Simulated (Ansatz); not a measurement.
Starting cell, AgCl (rock salt):

```yaml
crystal:
  lattice:
    - [0.00000, 5.61150, 5.61150]
    - [2.80575, 0.00000, 2.80575]
    - [2.80575, 2.80575, 0.00000]
  atoms:
    - { symbol: Cl, position: [0.00000, 0.00000, 0.00000] }
    - { symbol: Cl, position: [0.50000, 0.00000, 0.00000] }
    - { symbol: Ag, position: [0.25000, 0.50000, 0.50000] }
    - { symbol: Ag, position: [0.75000, 0.50000, 0.50000] }
```

In each cell atom 1 (Cl, nearest neighbour Ag at 2.806 Å; its periodic images, 4.0 Å or more away, move with it) moves by s·(0.000, 0.000, 1.000) (along Cartesian z), the rest being held.

Computed with PBE (plane waves to 420 eV, PAW, scalar-relativistic; Ansatz, a first-principles code). k mesh 4×8×8 (Γ-centred), Fermi-Dirac smearing 0.05 eV. F∥ is the force on the atom along that direction. AgCl was relaxed with its symmetry unable to fall. 

```json
[
 {"s (Å)": "-0.280", "F∥ (eV/Å)": "0.495"},
 {"s (Å)": "-0.224", "F∥ (eV/Å)": "0.342"},
 {"s (Å)": "-0.168", "F∥ (eV/Å)": "0.226"},
 {"s (Å)": "-0.112", "F∥ (eV/Å)": "0.136"},
 {"s (Å)": "-0.056", "F∥ (eV/Å)": "0.064"},
 {"s (Å)": "0.000", "F∥ (eV/Å)": "0.000"},
 {"s (Å)": "0.056", "F∥ (eV/Å)": "-0.064"},
 {"s (Å)": "0.112", "F∥ (eV/Å)": "-0.136"},
 {"s (Å)": "0.168", "F∥ (eV/Å)": "-0.226"},
 {"s (Å)": "0.224", "F∥ (eV/Å)": "-0.342"},
 {"s (Å)": "0.280", "F∥ (eV/Å)": "-0.495"}
]
```

**Question.** What is the force constant k = d²E/ds² of this move at s = 0?

**Answer.** 1.12 eV/Å². The forces along the line at the two nearest points give (0.064 − (-0.064)) / (2·0.056) = 1.14 eV/Å²; the next pair corrects for the finite step.

(A displaced cell: forces are minus the slopes of the energy, force constants its curvatures, and phonons follow from these.)
